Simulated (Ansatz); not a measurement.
Input file for Ansatz (a quantum-chemistry and plane-wave program):

Ansatz 0.2 input:
```yaml
crystal:
  lattice:
    - [3.149435444, 0.0, 0.0]
    - [-1.574717722, 2.7274911021, 0.0]
    - [0.0, 0.0, 12.0886410511]
  atoms:
    - { symbol: Mo, position: [0.6666666667, 0.3333333333, 0.25] }
    - { symbol: Mo, position: [0.3333333333, 0.6666666667, 0.75] }
    - { symbol: S, position: [0.3333333333, 0.6666666667, 0.3795197996] }
    - { symbol: S, position: [0.6666666667, 0.3333333333, 0.6204802004] }
    - { symbol: S, position: [0.6666666667, 0.3333333333, 0.8795197996] }
    - { symbol: S, position: [0.3333333333, 0.6666666667, 0.1204802004] }
kpoints:
  mp_grid: { grid: [8, 8, 2] }
basis: { xc_grid: 2 }
hamiltonian:
  xc: pbe
  dispersion: d3bj
  pseudopotentials: { kind: paw }
magnetization: { noncollinear: true, spin_orbit: true }
scf:
  occupations: { method: gaussian, width: 0.01 }
output: { topological_invariants: true }
```

Output (shortened):

```
Pseudopotential: Mo, paw_fr, valence charge 14
Pseudopotential: S, paw_fr, valence charge 6
Functional definition: PBE
non-collinear run that drives no moment, with spin-orbit …
Crystal: 6 atoms, lattice volume = 103.842 Å³
Basis set: ecut = 420 eV, 2009 PW (Γ), exchange–correlation on 48×48×162 points (8 copies of the dense FFT grid, shifted against one another)
Bands: 78, of which v1, the nominal top of the filled ones, is band 52 counted from 1 (51 counted from 0)
Symmetry: 24 space group operations + 24 with time reversal
k-points: 20 of 128
Projection manifold: j_resolved (fully-relativistic pseudo-atomic orbitals)
SCF iter   1: F=—  HF=-13531.968108 eV  |F-HF|=—  |Δ(HF+E_count)|=         —  Δρ=6.14e-2  dr2=4.90e0  dr2_m=0.00e0 (ungated)  ethr=3.10e-3  |M|=0.00e0 ∫|m|=0.00e0 μB  |m|>n=0.0e0 m-floor=0.0e0 τ_xc=0.0e0  β_m=0.30  ⟨swp⟩=6.2  Hψ=3781  notcnv=0  defer=170
preconditioner: auto → Resta (q_TF=auto, 2.431 Å⁻¹)
spin=Noncollinear: Resta preconditioning applied to the charge; magnetization (m_x, m_y, m_z) channels mix plain (no charge-response kernel on spin).
SCF iter   2: F=—  HF=-13531.046167 eV  |F-HF|=—  |Δ(HF+E_count)|=   9.22e-1  Δρ=3.65e-2  dr2=2.06e0  dr2_m=0.00e0 (ungated)  ethr=3.10e-3  |M|=0.00e0 ∫|m|=0.00e0 μB  |m|>n=0.0e0 m-floor=0.0e0 τ_xc=0.0e0  β_m=0.48  ⟨swp⟩=2.5  Hψ=1306  notcnv=0  defer=362
SCF iter   3: F=—  HF=-13530.511419 eV  |F-HF|=—  |Δ(HF+E_count)|=   5.35e-1  Δρ=1.53e-2  dr2=2.64e-1  dr2_m=0.00e0 (ungated)  ethr=3.10e-3  |M|=0.00e0 ∫|m|=0.00e0 μB  |m|>n=0.0e0 m-floor=0.0e0 τ_xc=0.0e0  β_m=0.55  ⟨swp⟩=2.0  Hψ=962  notcnv=0  defer=362
SCF iter   4: F=—  HF=-13530.451591 eV  |F-HF|=—  |Δ(HF+E_count)|=   5.98e-2  Δρ=4.35e-3  dr2=1.84e-2  dr2_m=0.00e0 (ungated)  ethr=5.07e-4  |M|=0.00e0 ∫|m|=0.00e0 μB  |m|>n=0.0e0 m-floor=0.0e0 τ_xc=0.0e0  β_m=0.77  ⟨swp⟩=2.1  Hψ=1151  notcnv=0  defer=360
SCF iter   5: F=—  HF=-13530.453581 eV  |F-HF|=—  |Δ(HF+E_count)|=   1.99e-3  Δρ=7.21e-4  dr2=6.81e-4  dr2_m=0.00e0 (ungated)  ethr=3.54e-5  |M|=0.00e0 ∫|m|=0.00e0 μB  |m|>n=0.0e0 m-floor=0.0e0 τ_xc=0.0e0  β_m=0.89  ⟨swp⟩=2.5  Hψ=1010  notcnv=0  defer=360
SCF iter   6: F=—  HF=-13530.454365 eV  |F-HF|=—  |Δ(HF+E_count)|=   7.85e-4  Δρ=2.32e-4  dr2=6.78e-5  dr2_m=0.00e0 (ungated)  ethr=1.31e-6  |M|=0.00e0 ∫|m|=0.00e0 μB  |m|>n=0.0e0 m-floor=0.0e0 τ_xc=0.0e0  β_m=0.94  ⟨swp⟩=2.0  Hψ=1040  notcnv=0  defer=360
SCF iter   7: F=—  HF=-13530.454423 eV  |F-HF|=—  |Δ(HF+E_count)|=   5.82e-5  Δρ=3.08e-5  dr2=9.88e-7  dr2_m=0.00e0 (ungated)  ethr=1.30e-7  |M|=0.00e0 ∫|m|=0.00e0 μB  |m|>n=0.0e0 m-floor=0.0e0 τ_xc=0.0e0  β_m=0.97  ⟨swp⟩=2.0  Hψ=965  notcnv=0  defer=360
SCF iter   8: F=-13530.454427 eV  HF=-13530.454427 eV  |F-HF|=1.16e-7  |Δ(HF+E_count)|=   3.54e-6  Δρ=7.53e-6  dr2=5.45e-8  dr2_m=0.00e0 (ungated)  ethr=1.92e-10  |M|=0.00e0 ∫|m|=0.00e0 μB  |m|>n=0.0e0 m-floor=0.0e0 τ_xc=0.0e0  ⟨swp⟩=13.0  Hψ=4029  notcnv=0
Converged-ψ floor refinement (derivative, response, wavefunction or occupation consumer): ⟨swp⟩=7.2  Hψ=7381  notcnv=0
SCF 1 converged in 8 iterations: F = -13530.454427 eV  dr2 = 5.45e-8
NSCF: frozen V_eff on 20 k-points
SCF converged after 8 iterations
Magnetization: |M| = 0.0000 μB,  M = (+0.0000, +0.0000, +0.0000) μB
Absolute magnetization: 0.0000 μB (∫|m|)
  site 0: m = (+0.0000, +0.0000, +0.0000) μB, |m| = 0.0000 μB  (R = 0.99 Å)
  site 1: m = (+0.0000, +0.0000, +0.0000) μB, |m| = 0.0000 μB  (R = 0.99 Å)
  site 2: m = (+0.0000, +0.0000, +0.0000) μB, |m| = 0.0000 μB  (R = 0.99 Å)
  site 3: m = (+0.0000, +0.0000, +0.0000) μB, |m| = 0.0000 μB  (R = 0.99 Å)
  site 4: m = (+0.0000, +0.0000, +0.0000) μB, |m| = 0.0000 μB  (R = 0.99 Å)
  site 5: m = (+0.0000, +0.0000, +0.0000) μB, |m| = 0.0000 μB  (R = 0.99 Å)
Free energy (F): -13530.454427 eV
Harris-Foulkes:  -13530.454427 eV  (|F-HF|=1.16e-7)
Internal energy: -13530.454427 eV  (E = F + TS)
E sigma→0 (E₀):  -13530.454427 eV
Fermi energy:    11.915479 eV
--- Per-component energies (eV) ---
  E_band       = -287.158090
  E_kinetic    = 1314.425322
  E_local      = -3759.789179  (includes V_loc(G=0)·N_el)
  E_nonlocal   = 397.804599
  E_hartree    = 1439.272346
  E_xc         = -758.040432
  E_vxc        = -811.468978  (∫ρ·V_xc dr)
  E_paw        = -8805.118126  (= ΣΔE_a)
  E_vpaw       = -306.681682  (= ΣTr[D̂ρ^β])
  E_aug_tail   = 0.000086  (compensation charges beyond the density's cutoff)
  E_ewald      = -3356.383240
  E_disp       = -2.625804  (pairwise vdW)
  E_smearing   =  0.000000  (= −TS)
  E_closure    = 0.000000  (closes the sum)
  Σ components = -13530.454427   (vs F -13530.454427, Δ=0.00e0)
  [band-id]    e_kinetic+e_local+e_nonlocal+2·e_hartree+e_vxc+e_vpaw+e_augmentation_tail = -287.165141   (vs E_band -287.158090, Δ=-7.05e-3)
--- Band table (eV; the first three rows and the last of 20) ---
  k-point 0: bands = ["-50.0665", "-50.0665", "-50.0665", "-50.0665", "-25.7951", "-25.7951", "-25.7950", "-25.7950", "-23.3734", "-23.3734", "-23.3733", "-23.3733", "-23.1999", "-23.1999", "-23.1999", "-23.1999", "-3.6623", "-3.6623", "-3.3181", "-3.3181", …
  k-point 1: bands = ["-50.0665", "-50.0665", "-50.0665", "-50.0665", "-25.7950", "-25.7950", "-25.7950", "-25.7950", "-23.3733", "-23.3733", "-23.3733", "-23.3733", "-23.1999", "-23.1999", "-23.1999", "-23.1999", "-3.5224", "-3.5224", "-3.5224", "-3.5224", …
  k-point 2: bands = ["-50.0602", "-50.0602", "-50.0602", "-50.0602", "-25.8116", "-25.8116", "-25.8116", "-25.8116", "-23.3816", "-23.3816", "-23.3815", "-23.3815", "-23.2394", "-23.2394", "-23.2394", "-23.2394", "-3.4227", "-3.4227", "-3.0834", "-3.0834", …
  k-point 19: bands = ["-50.0188", "-50.0188", "-50.0188", "-50.0188", "-25.9389", "-25.9389", "-25.9151", "-25.9151", "-23.5371", "-23.5371", "-23.4944", "-23.4944", "-23.4024", "-23.4024", "-23.3931", "-23.3931", "-1.3221", "-1.3221", "-1.2763", "-1.2763", …
--- Topological invariants of the lowest 52 bands, as many as the electrons (of this functional, at the state reached) ---
  Z2 = 0;(000), z4 = 0
  bands 52 and 53 are separated throughout the zone, as estimated from the states at the SCF's k-points
  smallest direct gap kept (no minimum is searched for): 1.6860 eV, known to 1.1e-3 eV, at k = (0.3346, 0.3346, 0.1616) in reciprocal vectors
  plane       ν
  k1 = 0      0
  k1 = 1/2    0
  k2 = 0      0
  k2 = 1/2    0
  k3 = 0      0
  k3 = 1/2    0
```

Cost: roughly 6 core-minutes on shared cores.

Space group P6_3/mmc. The cell was relaxed with PBE+D3(BJ) under the symmetry of its start; phonons on a q-mesh show no instability. No spin polarisation was allowed.

Potentials: the later of the program's two PAW sets.

Ansatz is a plane-wave DFT program.
